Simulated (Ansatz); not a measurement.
# NaWO$_{3}$: energy along a strain

NaWO$_{3}$, Pm-3m, a = 3.850 Å (as given, not relaxed at this level: 4.8 GPa). The structure is a COD entry; whether it is the stable form wasn't checked. Ansatz: r2SCAN, PAW, 500 eV, Γ-centred 12×12×12 mesh on 5 atoms, Gaussian smearing 0.15 eV; no spin polarisation. Cell vectors (Å): 3.850 0.000 0.000; 0.000 3.850 0.000; 0.000 0.000 3.850. The cell is strained by x per cent times the pattern (0 1 0 0 0 0) in the order xx yy zz yz xz xy (engineering shears), with fractional coordinates held. y is the free energy over the start, V0 = 11.413 Å³/atom.

| x (%) | y (meV/atom) |
| --- | --- |
| -2.00 | 15.48 |
| -1.00 | 5.51 |
| 0.00 | 0.00 |
| 0.50 | ? |
| 1.50 | -0.90 |
| 2.00 | 0.54 |

Question: Fit y = c1 x + c2 x² + c3 x³ to the other rows, get the stiffness along the pattern, and predict the missing energy.

Answer: Least squares on the rows shown. y = −3.4330 x + 2.0024 x² − 0.075526 x³. The clamped-ion stiffness p·C·p = 2 × 20.02 eV × 160.2 / 11.413 Å³ = 562 GPa, which is C22 in these axes (C11 of the cubic crystal) (second derivative at the start, which stands under stress). At x = 0.50 the fit asked for gives -1.23 meV/atom. The run gave -1.23 meV/atom, the same to the digits shown.

The cell has an odd number of electrons and ran without spin polarisation, so a magnetic or disproportionated state may lie lower. Spin–orbit coupling is left out, which can shift energies with elements as heavy as these.

Symmetry holds off the tilts and polar distortions that many cubic perovskites undergo.